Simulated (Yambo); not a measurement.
A G0W0@PBEsol run in Yambo for AlP (zinc blende, space group F-43m, No. 216) under isotropic strain of -0.7 % on all lattice vectors (4×4×4 Γ-centred k mesh, 148 bands and a 14 Ry block in the screening, 148 bands in G with the Bruneval-Gonze terminator, plasmon pole fitted at 27.2 eV) gives these matrix elements, in eV, at the band edges (Γ → X):

```json
[
 {"state": "valence edge", "E0": "0.000", "<Vxc>": "-11.831", "<Σx>": "-14.108", "<Σc(E0)>": "1.053", "Z": "0.773"},
 {"state": "conduction edge", "E0": "1.404", "<Vxc>": "-8.466", "<Σx>": "-4.625", "<Σc(E0)>": "-3.750", "Z": "0.801"}
]
```

Problem. Solve the linearised quasiparticle equation for both states, give the gap, and say how exchange and correlation each act on it.

Solution. E = E0 + Z(Σx + Σc − Vxc). Valence: 0.000 + 0.773 × (-14.108 + (1.053) − (-11.831)) = -0.95 eV. Conduction: 1.404 + 0.801 × (-4.625 + (-3.750) − (-8.466)) = 1.48 eV. The gap is 2.42 eV, against 1.40 eV in PBEsol. Replacing Vxc by bare exchange alone would open it by 6.12 eV; correlation takes back 4.80 eV of that, and Z scales what is left. Convergence of the G0W0 settings was not tested. 

Geometry strained from the cell relaxed with PBEsol, atoms relaxed again; primitive cell a = b = c = 3.8406 Å, α = β = γ = 60.00°.
